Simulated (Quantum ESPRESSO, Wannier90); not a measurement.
Tight-binding from DFT: CdSe (zinc blende)

```
CdSe
1.0
    0.00000     3.07027     3.07027
    3.07027     0.00000     3.07027
    3.07027     3.07027     0.00000
Cd Se
1 1
Direct
  0.00000   0.00000   0.00000
  0.25000   0.25000   0.25000
```

Structure: Materials Project mp-2691, symmetrised, not relaxed again. Not found in the COD (Crystallography Open Database) copy used, which has the formula in other groups; not checked further. Level: PBE, no spin polarisation, no spin-orbit coupling; pw.x of Quantum ESPRESSO at 82 Ry with PseudoDojo potentials, 6×6×6 k-points, Wannier90. Density: 10×10×10 mesh, Gaussian smearing 0.01 Ry. Spin-orbit coupling, left out, would split the p-like bands by a few tenths of an eV.

Functional, cutoff and mesh named above are those of the base row (82); the first column says what each row takes instead. Model: 4 functions from bands 10,16-18, start SCDM (isolated) (the valence bands). Energies are relative to the valence-band maximum; the misfit is to pw.x on a path, for all bands of the set. Only the plane-wave cutoff changes (density cutoff four times as high). Ω_total can sit in another minimum from row to row; Ω_I of an isolated set cannot. A star marks runs that hit the step limit.

```csv
ecutwfc (Ry),Ω_I (Å²),Ω_total (Å²),rms misfit (meV),gap (eV),ΔE to highest cutoff (meV/atom),"plane waves a k-point, about (cost)",rough cost of nscf and overlaps (first row = 1)
41,8.14,8.57,28,0.618,37835.1,1700,1.0
51,8.35,8.78,29,0.594,8899.0,2400,1.5
62,8.43,8.86,30,0.568,1458.2,3200,2.8
82,8.44,10.68*,235,0.550,46.8,4900,3
102,8.44,8.87,31,0.549,0.5,6800,5
128,8.44,8.87,31,0.550,0.0,9600,6
```
